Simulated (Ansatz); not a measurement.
Question: Name crystals whose computed values (plane-wave PAW LDA (Ansatz code)) fall in these windows: B₀ by P(V) fit (GPa) 120 to 170; highest Γ mode, no LO–TO term (cm⁻¹) 300 to 410.

Answer: 

```csv
crystal,B₀ by P(V) fit (GPa),"highest Γ mode, no LO–TO term (cm⁻¹)"
"ZrSiS, P4/nmm (Zr on 2c, Si on 2a, S on 2c)",147,366
"Hf2S, P6_3/mmc (Hf on 4f, S on 2b)",148,332
"Si2Ni, fluorite or antifluorite type",166,333
"TiAl, CsCl type",125,328
"CdF2, fluorite",127,319
```
Others may fit too.

Not the usual ambient phase: TiAl, CsCl type. Standing as an ambient phase not checked: ZrSiS, P4/nmm (Zr on 2c, Si on 2a, S on 2c); Hf2S, P6_3/mmc (Hf on 4f, S on 2b). Perhaps ordered models of mixed-site phases: TiAl, CsCl type. Unstable at this level: TiAl, CsCl type. All cells were relaxed under the symmetry of their starts (and spin orders); stability against distortions was not tested throughout. Rows with no word on spin ran without spin polarisation. Spin–orbit coupling is left out wherever it is not named.

Potentials: the later of the program's two PAW sets.
